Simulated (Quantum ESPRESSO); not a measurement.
# Convergence test: NaF

```
NaF
1.0
    0.00000     2.28590     2.28590
    2.28590     0.00000     2.28590
    2.28590     2.28590     0.00000
Na F
1 1
Direct
  0.00000   0.00000   0.00000
  0.50000   0.50000   0.50000
```
The cell comes from the Materials Project (a computed structure). It is NaF in Fm-3m. Stability against distortions was not tested.

Method: GIPAW with PBE in a modified build of Quantum ESPRESSO, on JTH PAW datasets; kept fixed: k-mesh 5×5×5 shifted. Costs are rough, from a shared machine. These are absolute shieldings with no macroscopic susceptibility term; δ = σ_ref − σ needs a reference computed alike. The datasets of Na hold no d projectors, which limits absolute σ on these atoms.

```tsv
plane-wave cutoff (Ha)	σ_iso Na (ppm)	σ_iso F (ppm)	f-sum rule missed by (%)	rough cost ratio
8	554.0	433.8	6.7	about 1
10	514.1	416.3	3.5	2
12	511.6	397.8	1.6	about 1
15	527.3	388.1	0.45	2
18	533.7	385.5	0.08	2
22	535.3	385.1	0.01	3
28	534.2	384.8	0.00	5
30	534.0	384.8	0.00	7
35	533.8	384.5	0.00	7
45	534.0	384.4	0.00	10
```

Largest spread: σ_iso F (ppm) moves over 49.4 across the rows.
